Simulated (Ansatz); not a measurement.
Data:

HgS:
```
HgS
1.0
    0.00000     2.99570     2.99570
    2.99570     0.00000     2.99570
    2.99570     2.99570     0.00000
S Hg
1 1
Direct
  0.75000   0.75000   0.75000
  0.00000   0.00000   0.00000
```

This is the PBE-relaxed structure.

Problem. All from DFT-PBE in the program Ansatz with PAW potentials, unless another level is named. Estimate the highest zone-centre frequency.

Solution. 150 cm⁻¹.

Problem. And the Young's modulus?

Solution. 42.8 GPa.

Space group F-43m (zinc blende). The PBE relaxation kept the symmetry of its start; of distortions, only those at the zone centre were tested. As this level gives no gap, phonon frequencies hold no LO–TO term and depend on the k-mesh and smearing (Fermi–Dirac, 0.1 eV here). Scalar-relativistic: spin–orbit coupling is off unless named, which matters more the heavier the elements.

Potentials: the later of the program's two PAW sets.
